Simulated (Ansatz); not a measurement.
Relaxed-ion elastic tensor of AlCuGeSe$_{4}$ in space group I-4 (No. 82; Al on 2c, Cu on 2a, Ge on 2b, Se on 8g) in GPa (Voigt order), PBEsol (plane waves, PAW; program Ansatz); density 5.02 g/cm³, 22.64 Å³ per atom.

```
67.9  33.8  33.0   0.0   0.0   0.3
33.8  67.9  33.0   0.0   0.0  -0.3
33.0  33.0  66.8   0.0   0.0   0.0
 0.0   0.0   0.0  35.0   0.0   0.0
 0.0   0.0   0.0   0.0  35.0   0.0
 0.3  -0.3   0.0   0.0   0.0  39.6
```

Problem. Is the crystal mechanically stable?

Solution. Yes: the smallest eigenvalue of C is 34.1 GPa.

Problem. Work out the Voigt, Reuss and Hill averages.

Solution. K_V = 44.7, K_R = 44.7, K_H = 44.7; G_V = 28.8, G_R = 25.1, G_H = 26.9 GPa.

Problem. Give Young's modulus, Poisson's ratio, Pugh's ratio and the universal anisotropy index.

Solution. E = 9KG/(3K + G) = 67.3 GPa; ν = 0.25; K/G = 1.66 (near the Pugh limit of 1.75, no verdict); A_U = 5G_V/G_R + K_V/K_R − 6 = 0.73.

Problem. Estimate the sound speeds and the Debye temperature.

Solution. v_l = √((K + 4G/3)/ρ) = 4010 m/s, v_t = √(G/ρ) = 2320 m/s, mean 2570 m/s; Θ = (h/k)(3n/4πV)^(1/3) v_m = 271 K.

Problem. How much does each axis shrink under pressure?

Solution. Linear compressibilities β_i = Σ_j S_ij (j = 1 to 3): x 7.3, y 7.3, z 7.7 per TPa.

The workflow started from a Materials Project entry (that database holds measured and hypothetical structures alike); the Crystallography Open Database copy checked does not list it. Its standing as an ambient phase is unchecked. The cell was relaxed with PBEsol under the symmetry of its start; whether a distortion lowers the energy is not shown. No spin polarisation was allowed.

Potentials: the later of the program's two PAW sets.
